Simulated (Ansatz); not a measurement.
## HfN: from λ and ω_log to T_c (computed with Ansatz 0.2.0)

Space group Fm-3m (No. 225), 2 atoms in the cell of the first input below: a = 3.183 Å, b = 3.183 Å, c = 3.183 Å, α = 60.00°, β = 60.00°, γ = 60.00°.

The cell was built from a prototype of a structure type listed for this compound, relaxed without spin–orbit coupling to zero pressure (pressure 0.0 GPa with this functional, without spin–orbit coupling). Functional: PBEsol.

Input:

```yaml
crystal:
  lattice:
    - [0.0, 2.2507970929, 2.2507970929]
    - [2.2507970929, 0.0, 2.2507970929]
    - [2.2507970929, 2.2507970929, 0.0]
  atoms:
    - { symbol: Hf, position: [0.5, 0.5, 0.5] }
    - { symbol: "N", position: [0.0, 0.0, 0.0] }
basis:
  ecutwfc: 420
  ecutrho_ratio: 4
kpoints:
  mp_grid: { grid: [14, 14, 14] }
hamiltonian:
  xc: pbesol
scf:
  occupations: { method: methfessel_paxton, width: 0.2 }
output: {}
phonons:
  supercell: [2, 2, 2]
  qpath:
    path:
      - [[0.0, 0.0, 0.0], [0.5, 0.0, 0.5], [0.625, 0.25, 0.625]]
      - [[0.375, 0.375, 0.75], [0.0, 0.0, 0.0], [0.5, 0.5, 0.5], [0.5, 0.25, 0.75], [0.5, 0.0, 0.5]]
    npoints: 6
  electrical_resistivity: { mesh: [28, 28, 28], temperatures: [50, 100, 200, 300, 500] }
  superconductivity: { mesh: [28, 28, 28], eliashberg_equations: false }
```

```bash
ansatz run input.yaml --threads 8 --pin off --max-ram 15360MiB --backend cpu --events-out ev --progress --plain --runs-dir out
```

Time: 49 s on 8 threads of Intel(R) Xeon(R) 6975P-C (Granite Rapids), on a shared host, peak memory 2.2 GiB.

On the finest mesh λ = 0.6834, ω_log = 26.599 meV, N(E_F) = 0.304 states per eV, spin and cell. λ by mesh: 28×28×28 0.683, 14×14×14 0.690, 7×7×7 0.715.

Q: What T_c does McMillan's formula in the Allen–Dynes form give for μ* = 0.10?

A: T_c = (ω_log/1.2) exp[−1.04(1+λ)/(λ − μ*(1+0.62λ))] = (308.67 K/1.2) × exp(−1.7507/0.5410) = 10.11 K (the run, unrounded: 10.12 K). By mesh, finest first, the same formula gives 10.12, 10.43, 11.34 K.

```json
{"μ*": "0.08", "McMillan (K)": "11.89", "Allen–Dynes with strong-coupling factors (K)": "12.44"}
{"μ*": "0.10", "McMillan (K)": "10.12", "Allen–Dynes with strong-coupling factors (K)": "10.53"}
{"μ*": "0.12", "McMillan (K)": "8.45", "Allen–Dynes with strong-coupling factors (K)": "8.77"}
{"μ*": "0.13", "McMillan (K)": "7.67", "Allen–Dynes with strong-coupling factors (K)": "7.94"}
{"μ*": "0.14", "McMillan (K)": "6.91", "Allen–Dynes with strong-coupling factors (K)": "7.15"}
{"μ*": "0.16", "McMillan (K)": "5.52", "Allen–Dynes with strong-coupling factors (K)": "5.69"}
{"μ*": "0.20", "McMillan (K)": "3.19", "Allen–Dynes with strong-coupling factors (K)": "3.27"}
```

Caveats: no spin-orbit coupling, which matters for these elements; small supercell, couplings not converged in it; with so small a supercell and a typed μ*, T_c can miss a measured one by a factor of two or more.
